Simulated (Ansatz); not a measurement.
CdSe (wurtzite)

```
CdSe
1.0
    4.33966     0.00000     0.00000
   -2.16983     3.75825     0.00000
    0.00000     0.00000     7.07826
Cd Se
2 2
Direct
  0.66667   0.33333   0.00054
  0.33333   0.66667   0.50054
  0.66667   0.33333   0.62466
  0.33333   0.66667   0.12466
```

Equation-of-state scan: isotropic scaling of the cell above, V₀ being its volume. The atoms relax within the cell's symmetry.

All values below come from r2SCAN (plane waves to 500 eV, PAW, scalar-relativistic; Ansatz, a first-principles code). k mesh 9×9×5 (Γ-centred), Fermi-Dirac smearing 0.05 eV. The energy includes the smearing's −TS. Stress and pressure are positive under compression. CdSe was relaxed with its symmetry unable to fall. The PAW data are Ansatz's earlier set. The zero of ΔE is the relaxed starting cell.

Estimate the ΔE (meV/atom) and P (GPa) for V/V₀ = 0.940, 0.950, 0.980, 0.990, 1.010, 1.030, 1.040, 1.060.


```json
[
 {"V/V₀": "0.940", "ΔE (meV/atom)": "18.8", "P (GPa)": "3.67"},
 {"V/V₀": "0.950", "ΔE (meV/atom)": "12.8", "P (GPa)": "2.97"},
 {"V/V₀": "0.980", "ΔE (meV/atom)": "2.0", "P (GPa)": "1.10"},
 {"V/V₀": "0.990", "ΔE (meV/atom)": "0.5", "P (GPa)": "0.54"},
 {"V/V₀": "1.010", "ΔE (meV/atom)": "0.4", "P (GPa)": "-0.49"},
 {"V/V₀": "1.030", "ΔE (meV/atom)": "3.9", "P (GPa)": "-1.41"},
 {"V/V₀": "1.040", "ΔE (meV/atom)": "6.8", "P (GPa)": "-1.84"},
 {"V/V₀": "1.060", "ΔE (meV/atom)": "14.9", "P (GPa)": "-2.61"}
]
```

(Under strain, the slope of the energy per volume gives the stress and its curvature an elastic modulus.)
